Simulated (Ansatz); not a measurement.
# NaSrYWO₆: energy from the work of forces and stress

```
Na Sr Y W O
1.0
     0.00000    4.17202    4.17202
     4.17202    0.00000    4.17202
     4.17202    4.17202    0.00000
Na Sr Y W O
1 1 1 1 6
Direct
  0.25000 0.25000 0.25000
  0.75000 0.75000 0.75000
  0.50000 0.50000 0.50000
  0.00000 0.00000 0.00000
  0.76667 0.23333 0.23333
  0.23333 0.76667 0.76667
  0.76667 0.76667 0.23333
  0.23333 0.23333 0.76667
  0.23333 0.76667 0.23333
  0.76667 0.23333 0.76667
```

Method: DFT PBE, scalar-relativistic, plane waves, PAW (Ansatz 0.2.0).

Plane waves to 420 eV, a k mesh through Γ of 6×6×6 on the computed 10-atom cell and Gaussian smearing (0.02 eV); no spin polarisation.

At the start the stress (GPa, compression positive, xx yy zz yz xz xy) is -3.15 -3.15 -3.15 0.00 0.00 0.00 and the forces (eV/Å) are Na1 (0.00, 0.00, 0.00); Sr2 (0.00, 0.00, 0.00); Y3 (0.00, 0.00, 0.00); W4 (0.00, 0.00, 0.00); O5 (-0.45, 0.00, 0.00); O6 (0.45, 0.00, 0.00); O7 (0.00, 0.00, 0.45); O8 (0.00, 0.00, -0.45); O9 (0.00, -0.45, 0.00); O10 (0.00, 0.45, 0.00). Each variant moves atoms by u and then strains the cell by ε, so an atom ends at (r + u)(1 + ε); shears are tensor components, each standing twice in ε. The starting volume is 145.23 Å³.

Variant 1: strain (xx yy zz yz xz xy, %) 2.39 1.32 2.74 -0.37 -1.00 -0.48, moves (Å) Na1 (-0.039, -0.019, -0.019); Sr2 (-0.005, -0.004, 0.025); Y3 (-0.057, -0.041, -0.017); W4 (-0.023, 0.016, 0.084); O5 (0.071, 0.017, 0.003); O6 (0.041, -0.015, -0.050); O7 (0.035, 0.000, -0.030); O8 (-0.049, 0.035, 0.009); O9 (0.003, 0.036, 0.030); O10 (0.024, -0.025, -0.035). There the stress is -11.05 -10.41 -11.45 -0.20 1.22 -0.18 GPa and the forces (eV/Å) are Na1 (-0.08, -0.02, 0.04); Sr2 (0.05, -0.05, 0.11); Y3 (0.42, 0.68, 1.08); W4 (0.12, -0.62, -1.97); O5 (-2.21, 0.09, 0.30); O6 (1.06, -0.04, 0.00); O7 (0.03, 0.18, 1.47); O8 (0.32, -0.12, -1.31); O9 (0.21, -1.96, -0.03); O10 (0.08, 1.86, 0.31).

Variant 2: strain (xx yy zz yz xz xy, %) 3.49 3.49 3.49 4.00 -4.00 -4.00, moves (Å) Na1 (-0.035, 0.035, 0.035); Sr2 (0.011, -0.011, -0.011); Y3 (0.010, -0.010, -0.010); W4 (0.003, -0.003, -0.003); O5 (0.012, -0.019, 0.010); O6 (-0.007, 0.022, -0.020); O7 (0.019, 0.010, -0.012); O8 (-0.022, -0.020, 0.007); O9 (0.020, 0.007, 0.022); O10 (-0.010, -0.012, -0.019). There the stress is -14.76 -14.76 -14.76 -4.89 4.89 4.89 GPa and the forces (eV/Å) are Na1 (0.10, -0.10, -0.10); Sr2 (-0.19, 0.19, 0.19); Y3 (0.16, -0.16, -0.16); W4 (-0.38, 0.38, 0.38); O5 (-1.40, 0.30, 0.33); O6 (1.56, -0.40, -0.39); O7 (-0.30, 0.33, 1.40); O8 (0.40, -0.39, -1.56); O9 (0.39, -1.56, -0.40); O10 (-0.33, 1.40, 0.30).

Variant 3: strain (xx yy zz yz xz xy, %) 0.60 1.03 2.31 -0.16 0.10 0.06, moves (Å) Na1 (-0.024, 0.018, -0.005); Sr2 (-0.020, 0.025, 0.028); Y3 (0.067, 0.067, -0.063); W4 (0.079, -0.023, -0.127); O5 (0.030, -0.023, 0.129); O6 (-0.023, 0.032, 0.035); O7 (-0.053, 0.019, 0.074); O8 (-0.100, -0.081, -0.072); O9 (0.059, -0.061, 0.028); O10 (-0.015, 0.028, -0.027). There the stress is -6.27 -5.41 -3.99 -0.20 0.18 0.48 GPa and the forces (eV/Å) are Na1 (0.16, 0.03, -0.17); Sr2 (0.17, 0.12, -0.35); Y3 (-0.25, -0.94, -0.78); W4 (-0.68, 1.16, 4.55); O5 (-0.54, -0.21, -0.52); O6 (0.51, -0.05, -0.42); O7 (0.21, -0.09, -2.59); O8 (0.25, 0.10, 0.86); O9 (0.13, 0.25, -0.20); O10 (0.05, -0.37, -0.38).

Variant 4: strain (xx yy zz yz xz xy, %) 0.03 0.03 0.03 -4.00 -4.00 -4.00, moves (Å) Na1 (0.023, 0.023, 0.023); Sr2 (-0.055, -0.055, -0.055); Y3 (0.026, 0.026, 0.026); W4 (0.169, 0.169, 0.169); O5 (-0.027, -0.126, -0.067); O6 (-0.068, -0.006, 0.129); O7 (-0.006, 0.129, -0.068); O8 (-0.126, -0.067, -0.027); O9 (-0.067, -0.027, -0.126); O10 (0.129, -0.068, -0.006). There the stress is -1.41 -1.41 -1.41 5.05 5.05 5.05 GPa and the forces (eV/Å) are Na1 (0.22, 0.22, 0.22); Sr2 (0.37, 0.37, 0.37); Y3 (0.31, 0.31, 0.31); W4 (-2.96, -2.96, -2.96); O5 (-0.06, 1.13, 0.72); O6 (1.54, -0.41, -0.86); O7 (-0.41, -0.86, 1.54); O8 (1.13, 0.72, -0.06); O9 (0.72, -0.06, 1.13); O10 (-0.86, 1.54, -0.41).

Task: Estimate each change of free energy from forces and stresses by the trapezoid rule along the path (r + tu)(1 + tε), t from 0 to 1, and compare with the computed change.

Result: The derivative of the energy along the path is −F·u(1 + tε) for the atoms and −V σ(1 + tε)⁻¹ : ε for the cell, with F, σ and V taken at t (σ positive in compression; 1 eV/Å³ = 160.2 GPa). Averaging t = 0 and t = 1 gives, in meV per atom:
```csv
variant,work on atoms,work on cell,sum,computed
1,31.3,43.8,75.1,79.7
2,7.2,136.3,143.5,151.7
3,53.2,14.2,67.4,64.2
4,133.3,56.7,190.0,207.0
```

The rule is exact for a quadratic energy surface and overshoots a term ct³ by c/2, so the difference between the last two columns measures the net anharmonic part along the path (terms of opposite sign can cancel, and the finite basis adds a little): 5 to 8 % here.

Spin–orbit coupling is left out, which can shift energies with elements as heavy as these.

Cost: 5 runs of about 9 core-minutes in all, on Arm Neoverse N1 (shared hosts).